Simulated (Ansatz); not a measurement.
According to PBE in the plane-wave PAW code Ansatz, Ag in the hexagonal phase (P6/mmm; Ag on 2e, Ag on 2d, Ag on 3f) relaxes to a = 5.388 Å, c = 5.261 Å.

Electronic character: metallic (no gap). Gap from PBE with spin–orbit coupling: none (metallic).

An equation-of-state fit gives a bulk modulus of 80.2 GPa.

The start of the workflow was typed in or built on a structure type; neither database checked (COD, Materials Project) lists it. It is not the phase usual at ambient conditions (space group No. 225). The PBE relaxation kept the symmetry of its start; whether a distortion lowers the energy is not shown. No spin polarisation was allowed. Axis ratios of metals converge slowly with the k-mesh, so a and c are less sure than the volume. Scalar-relativistic: spin–orbit coupling is off unless named, which matters more the heavier the elements.

Potentials: the earlier of the program's two PAW sets.
